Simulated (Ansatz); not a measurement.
Input:

InAs:
```yaml
crystal:
  lattice:
    - [0.00000, 2.82585, 2.82585]
    - [2.82585, 0.00000, 2.82585]
    - [2.82585, 2.82585, 0.00000]
  atoms:
    - { symbol: As, position: [0.00000, 0.00000, 0.00000] }
    - { symbol: In, position: [0.50000, 0.50000, 0.50000] }
```

This is the PBEsol-relaxed structure.

Question: All from PBEsol in the plane-wave PAW code Ansatz, unless another level is named. Estimate the electronic character.

Answer: metallic (no gap).

Question: And the formation energy from the elements (no fitted shifts)?

Answer: -0.060 eV/atom.

Question: And the density of states at the Fermi level?

Answer: 0.59 states/eV per atom (mean over ±0.08 eV).

Space group Fm-3m (rock salt). A made-up cell: these elements were put on the sites of a structure type; the Crystallography Open Database copy checked does not list it. It is not the phase usual at ambient conditions (space group No. 216). The cell was relaxed with PBEsol under the symmetry of its start; of distortions, only those at the zone centre were tested. The references are the lowest solids computed at this level, not always the standard phases. Spin–orbit coupling is left out wherever it is not named.

Potentials: the later of the program's two PAW sets.
